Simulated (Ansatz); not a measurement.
Given:

Ge$_{2}$Mo:
```
CELL_PARAMETERS angstrom
     -1.64867     1.64867     4.09211
      1.64867    -1.64867     4.09211
      1.64867     1.64867    -4.09211
ATOMIC_POSITIONS crystal
  Ge 0.66214 0.66214 0.00000
  Ge 0.33786 0.33786 0.00000
  Mo 0.00000 0.00000 0.00000
```

This is the PBEsol-relaxed structure.

**Question.** All from PBEsol in the plane-wave PAW code Ansatz, unless another level is named. Give the electronic character.

**Answer.** metallic (no gap).

**Question.** Predict the formation energy from the elements (no fitted shifts).

**Answer.** -242 meV/atom.

**Question.** And the density of states at the Fermi level?

**Answer.** 0.19 states/eV per atom (mean over ±0.08 eV).

**Question.** Predict the gap with spin–orbit coupling.

**Answer.** none (metallic).

Space group I4/mmm (MoSi2 or CaC2 type). The workflow started from a Materials Project entry (that database holds measured and hypothetical structures alike); the Crystallography Open Database copy checked does not list it. COD files the formula under space group No. 62, so this cell is another polymorph or a model. Whether it is the stable phase at ambient conditions was not checked. Symmetry was held in the PBEsol relaxation; of distortions, only those at the zone centre were tested. No spin polarisation was allowed. The references are the lowest solids computed at this level, not always the standard phases. Spin–orbit coupling is left out wherever it is not named.

Potentials: the later of the program's two PAW sets.
